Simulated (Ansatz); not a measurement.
Ta3Re:
```
CELL_PARAMETERS angstrom
      0.00000     3.23370     3.23370
      3.23370     0.00000     3.23370
      3.23370     3.23370     0.00000
ATOMIC_POSITIONS crystal
  Ta 0.25000 0.25000 0.25000
  Ta 0.75000 0.75000 0.75000
  Ta 0.50000 0.50000 0.50000
  Re 0.00000 0.00000 0.00000
```

Relaxed with r²SCAN. Special points in fractions of this cell's reciprocal vectors: Γ (0.000, 0.000, 0.000); X (0.500, 0.000, 0.500); U (0.625, 0.250, 0.625); K (0.375, 0.375, 0.750); L (0.500, 0.500, 0.500); W (0.500, 0.250, 0.750).

Problem. List the band energies nearest the Fermi level at these points for DFT-r²SCAN in the program Ansatz with PAW potentials.

Solution. In eV from the Fermi level; about four levels below and three above (degenerate sets whole), none deeper than 8.9 eV; points with the same levels are listed once.

```tsv
k	below	above
Γ	-2.28 -2.28 -2.28 -1.74 -1.74 -1.74	0.22 0.22 0.22
X	-2.50 -2.50 -2.03 -1.18	0.37 0.37 1.03 1.03
U	-1.51 -0.60 -0.37 -0.27	0.06 1.48 1.86
L	-2.17 -2.17 -1.74 -1.30 -1.30	3.08 3.08 3.77 3.77
W	-0.89 -0.81 -0.70 -0.70	1.83 2.31 2.31
```

Space group Fm-3m. The first step of the workflow began from a Materials Project structure, measured or hypothetical; the Crystallography Open Database copy checked does not list it. With Ta and Re taken as one species the cell has the higher symmetry Im-3m, so it may be an ordered model of a mixed-site phase. Whether it is the stable phase at ambient conditions was not checked. The r²SCAN relaxation kept the symmetry of its start; whether a distortion lowers the energy is not shown. No spin polarisation was allowed. Spin–orbit coupling is left out wherever it is not named.

Potentials: the later of the program's two PAW sets.
